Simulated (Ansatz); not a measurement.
Input, command and steps of an Ansatz relaxation.

```yaml
crystal:
  lattice:
    - [-5.4580385, -5.4580385, 0.0]
    - [0.0, 5.4580385, 5.4580385]
    - [-5.4580385, 5.4580385, -5.4580385]
  atoms:
    - { symbol: Si, position: [0.5025081758, 0.0028404312, 0.0004472757] }
    - { symbol: Si, position: [0.0024691619, 0.0039630754, 0.9996084117] }
    - { symbol: Si, position: [0.3319261512, 0.1673156113, 0.6659220173] }
    - { symbol: Si, position: [0.1666533341, 0.3344236357, 0.3303219667] }
    - { symbol: Si, position: [0.4949253311, 0.4964490225, 0.0033128919] }
    - { symbol: Si, position: [0.8384336562, 0.671269114, 0.6653117555] }
    - { symbol: Si, position: [0.3365291471, 0.6679906258, 0.6710473866] }
    - { symbol: Si, position: [0.6654062484, 0.8304965923, 0.3333998722] }
    - { symbol: Si, position: [0.3370778022, 0.1659788145, 0.9165106247] }
    - { symbol: Si, position: [0.6654189551, 0.3344424921, 0.5828902236] }
    - { symbol: Si, position: [0.1703955936, 0.3294714204, 0.5856154798] }
    - { symbol: Si, position: [0.0050940313, 0.5034831608, 0.2478871176] }
    - { symbol: Si, position: [0.8320334417, 0.6649509613, 0.916454204] }
    - { symbol: Si, position: [0.6699964964, 0.8331462305, 0.580255478] }
    - { symbol: Si, position: [0.1646682963, 0.8332623648, 0.584388287] }
    - { symbol: Si, position: [0.5011695362, 0.0012363914, 0.2495640426] }
    - { symbol: Si, position: [0.9965533018, 0.0003796586, 0.2508362035] }
    - { symbol: Ge, position: [0.8340488923, 0.1742692733, 0.6708831189] }
    - { symbol: Ge, position: [0.6656316025, 0.33373145, 0.3343062891] }
    - { symbol: Ge, position: [0.9977764825, 0.4986904028, 0.9990172999] }
    - { symbol: Ge, position: [0.1693319542, 0.834621023, 0.3340654013] }
    - { symbol: Ge, position: [0.8286256892, 0.1622199803, 0.9180807657] }
    - { symbol: Ge, position: [0.4994832727, 0.4998056037, 0.2461416529] }
    - { symbol: Ge, position: [0.3279269419, 0.6667982674, 0.9121456323] }
  symmetry: { detect: false }
basis:
  ecutwfc: 500
kpoints:
  mp_grid: { grid: [2, 2, 2], shift: [0.5, 0.5, 0.5] }
hamiltonian:
  xc: r2scan
scf:
  occupations: { method: gaussian, width: 0.1 }
  lower_state_search: "off"
output:
  forces: true
  stress: true
  eigenvalues: true
relax:
  adjacent_minimum: "off"
  f_tol: 0.04
  max_steps: 50
  cell: { stress_tol: 0.3 }
```

```bash
ansatz run input.yaml --threads 4 --pin off --max-ram 9216MiB --backend cpu --events-out ev --progress --plain --runs-dir out
```

These are results of Ansatz, DFT r2SCAN, scalar-relativistic, plane waves, PAW, not measurements.

Of 4 frames 3 are shown, positions in Å and forces in eV/Å; the SCF threshold varies from step to step. Steps run on the plane waves of an earlier cell, with a Pulay correction in the pressure. The basis is chosen afresh for the last frame, the zero of the energies, and at times for earlier ones too; energy and pressure can step there, also at an unchanged geometry. Where two frames share a geometry here, they differ by under 2 meV/atom and 0.3 GPa.

```xyz
24
Lattice="-5.4580 -5.4580 0.0000 0.0000 5.4580 5.4580 -5.4580 5.4580 -5.4580" Properties=species:S:1:pos:R:3:forces:R:3 pbc="T T T" step=1 free_energy_over_end_meV_per_atom=22.07 pressure_GPa=2.45
Si   -2.7452   -2.7248    0.0131    0.3874    0.4098   -0.6070
Si   -5.4694    5.4641   -5.4343   -0.1704   -0.4882   -0.6699
Si   -5.4463    2.7362   -2.7214   -0.4350   -0.3297   -0.3934
Si   -2.7125    2.7186    0.0224   -0.1029    0.4222   -0.5980
Si   -2.7194    0.0264    2.6916    0.3974   -0.9233    0.9584
Si   -8.2075    2.7189    0.0325    0.3554    0.2206   -0.5382
Si   -5.4994    5.4717   -0.0167    0.9651   -1.0317    0.8166
Si   -5.4515    2.7208    2.7132   -0.0090    0.2693    0.4745
Si   -6.8421    4.0685   -4.0964    0.2277    0.3266    0.1325
Si   -6.8133    1.3750   -1.3560   -0.1469    0.6204    0.1488
Si   -4.1263    4.0646   -1.3980    0.3239    0.4567    0.9837
Si   -1.3808    4.0732    1.3951    0.0377    0.1813   -0.5230
Si   -9.5433    4.0901   -1.3727    0.3064    0.6224    0.3685
Si   -6.8239    4.0575    1.3803   -0.0778    0.5754   -0.1762
Si   -4.0884    6.8388    1.3584   -0.6453   -0.2708   -0.1092
Si   -4.0975   -1.3665   -1.3554   -0.1163   -0.4449   -0.0846
Si   -6.8083   -4.0681   -1.3670    0.0822   -0.1266    0.2694
Ge   -8.2140    0.0606   -2.7105    0.6510   -1.1522    0.1607
Ge   -5.4577    0.0131   -0.0031   -0.4152   -0.6341    0.0606
Ge  -10.8986    2.7286   -2.7308    0.0817    0.5020   -0.0645
Ge   -2.7476    5.4545    2.7321    0.1836    0.1493    0.1426
Ge   -9.5336    1.3737   -4.1255   -0.4524   -0.0157   -0.2186
Ge   -4.0697    1.3452    1.3845   -0.1346    0.6014   -0.2200
Ge   -6.7684    6.8281   -1.3391   -1.2934    0.0597   -0.3140
24
Lattice="-5.5103 -5.3528 0.0703 -0.0835 5.3660 5.5220 -5.5374 5.4501 -5.5226" Properties=species:S:1:pos:R:3:forces:R:3 pbc="T T T" step=2 free_energy_over_end_meV_per_atom=2.82 pressure_GPa=0.33
Si   -2.7538   -2.6539    0.0260    0.0876    0.0295    0.0162
Si   -5.5621    5.4260   -5.5504    0.0063    0.0979    0.0792
Si   -5.5469    2.7503   -2.7453   -0.1288   -0.0519   -0.1116
Si   -2.7910    2.7162   -0.0156   -0.0130    0.0274    0.1093
Si   -2.7966   -0.0288    2.7979    0.1566   -0.0401    0.1732
Si   -8.3440    2.7468    0.0693    0.0510    0.0798   -0.0975
Si   -5.5894    5.3910    0.0371    0.2887    0.0018    0.2523
Si   -5.5981    2.7147    2.8165    0.1281    0.0291    0.1022
Si   -6.9244    4.1178   -4.1114    0.0038   -0.0371   -0.0194
Si   -6.9271    1.4458   -1.3213   -0.0368    0.0648   -0.1094
Si   -4.2039    4.0679   -1.3524    0.1729   -0.0234    0.0555
Si   -1.4588    4.0504    1.3752    0.0177   -0.0178   -0.1357
Si   -9.6980    4.1353   -1.2883   -0.0220    0.0176   -0.0896
Si   -6.9494    4.0606    1.4357   -0.0393   -0.0135    0.0356
Si   -4.2319    6.7923    1.3782   -0.1534   -0.1628    0.0587
Si   -4.1352   -1.3207   -1.3415   -0.0939   -0.1504   -0.0907
Si   -6.8785   -3.9595   -1.2913   -0.0211   -0.1256   -0.0787
Ge   -8.2834    0.0449   -2.6866    0.0289   -0.0413    0.0320
Ge   -5.5694    0.0186    0.0216    0.0235    0.0078    0.1563
Ge  -11.0936    2.8099   -2.6909    0.1160   -0.0422   -0.0275
Ge   -2.8542    5.4025    2.7655    0.0568    0.1563    0.0274
Ge   -9.6681    1.4326   -4.1156   -0.2002    0.0338   -0.0236
Ge   -4.1492    1.3769    1.4453   -0.1082    0.0822   -0.0966
Ge   -6.9528    6.7702   -1.3165   -0.3211    0.0782   -0.2178
24
Lattice="-5.5055 -5.4321 0.0357 -0.0361 5.4324 5.5055 -5.5276 5.4899 -5.5268" Properties=species:S:1:pos:R:3:forces:R:3 pbc="T T T" step=4 free_energy_over_end_meV_per_atom=0.00 pressure_GPa=0.05
Si   -2.7517   -2.6884    0.0147   -0.0117   -0.0215    0.0005
Si   -5.5545    5.4764   -5.5468   -0.0126   -0.0027   -0.0170
Si   -5.5365    2.7657   -2.7679    0.0056   -0.0093   -0.0043
Si   -2.7641    2.7363   -0.0152   -0.0031   -0.0036   -0.0041
Si   -2.7624   -0.0367    2.7816   -0.0167   -0.0039   -0.0209
Si   -8.3023    2.7633    0.0184    0.0006    0.0032    0.0152
Si   -5.5273    5.4374    0.0247    0.0192   -0.0021    0.0141
Si   -5.5467    2.7325    2.7914   -0.0059   -0.0005    0.0060
Si   -6.9066    4.1332   -4.1354    0.0046    0.0073    0.0081
Si   -6.9094    1.4414   -1.3681   -0.0015   -0.0114   -0.0018
Si   -4.1652    4.0856   -1.3636    0.0136    0.0038   -0.0073
Si   -1.4280    4.0938    1.3531    0.0012    0.0054    0.0088
Si   -9.6625    4.1521   -1.3397    0.0210    0.0037    0.0163
Si   -6.8967    4.0788    1.3955   -0.0163    0.0019    0.0011
Si   -4.1898    6.8502    1.3585   -0.0019    0.0129    0.0012
Si   -4.1331   -1.3604   -1.3649   -0.0034    0.0141   -0.0019
Si   -6.8744   -4.0439   -1.3313    0.0070    0.0071    0.0100
Ge   -8.2649    0.0161   -2.7230    0.0051   -0.0146    0.0007
Ge   -5.5445    0.0140   -0.0043    0.0011    0.0113   -0.0107
Ge  -11.0559    2.8099   -2.7344   -0.0082   -0.0274   -0.0244
Ge   -2.8061    5.4686    2.7455   -0.0013   -0.0146   -0.0058
Ge   -9.6637    1.4118   -4.1516   -0.0039    0.0368    0.0101
Ge   -4.1253    1.3809    1.4186    0.0040   -0.0161    0.0024
Ge   -6.9273    6.8196   -1.3510    0.0033    0.0202    0.0038
```

It took 57 s on 4 threads of Intel(R) Xeon(R) Platinum 8488C (Sapphire Rapids), with other jobs on the host, peak memory 2.3 GiB.

The k mesh is coarse.